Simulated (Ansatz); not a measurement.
AlN (wurtzite)

```xyz
8
Lattice="3.1298 0.0000 0.0000 -1.5649 2.7105 0.0000 0.0000 0.0000 10.0347" Properties=species:S:1:pos:R:3 pbc="T T T"
Al     1.5649     0.9035     0.0169
Al     1.5649     0.9035     5.0342
Al     0.0000     1.8070     2.5256
Al     0.0000     1.8070     7.5429
N      1.5649     0.9035     3.1199
N      1.5649     0.9035     8.1372
N      0.0000     1.8070     0.6113
N      0.0000     1.8070     5.6286
```

The atoms are displaced by Q × the pattern below (from a DFPT mode at A = (0.0, 0.0, 0.5), largest move 1; Q in Å), at fixed cell. It is one choice among 2 degenerate patterns. (q is in reciprocal vectors of the primitive cell; the cell shown is doubled to hold the pattern.)

```csv
atom,x,y,z
Al1,0.000,0.000,-0.474
Al2,0.000,0.000,0.474
Al3,0.000,0.000,-0.167
Al4,0.000,0.000,0.167
N5,0.000,0.000,-0.425
N6,0.000,0.000,0.425
N7,0.000,0.000,1.000
N8,0.000,0.000,-1.000
```

Method: PBE (plane waves to 420 eV, PAW, scalar-relativistic; Ansatz, a program for electronic structure). k mesh 12×12×4 (Γ-centred), Fermi-Dirac smearing 0.05 eV. E stands for the smeared free energy. Compression counts positive. AlN was relaxed with its symmetry unable to fall. The PAW data are Ansatz's earlier set. The zero of ΔE is the undisplaced structure.

| Q (Å) | P (GPa) | −dE/dQ from forces (eV/Å) | ΔE (eV/cell) |
|---|---|---|---|
| -0.280 | 12.5 | 32.009 | 4.414 |
| -0.233 | 8.5 | 26.406 | 3.052 |
| -0.187 | 5.4 | 20.980 | … |
| -0.140 | … | 15.656 | 1.093 |
| -0.093 | 1.3 | 10.401 | 0.485 |
| -0.047 | 0.3 | 5.190 | 0.121 |
| 0.000 | 0.0 | 0.000 | 0.000 |
| 0.047 | 0.3 | -5.190 | 0.121 |
| 0.093 | 1.3 | -10.401 | 0.485 |
| 0.140 | … | -15.656 | 1.093 |
| 0.187 | 5.4 | -20.980 | … |
| 0.233 | 8.5 | -26.406 | 3.052 |
| 0.280 | 12.5 | -32.009 | 4.414 |

Task: What belongs in the gaps?

Result: 
- -0.187, ΔE (eV/cell): 1.947
- -0.140, P (GPa): 3.0
- 0.140, P (GPa): 3.0
- 0.187, ΔE (eV/cell): 1.947

(A displaced cell: forces are minus the slopes of the energy, force constants its curvatures, and phonons follow from these.)
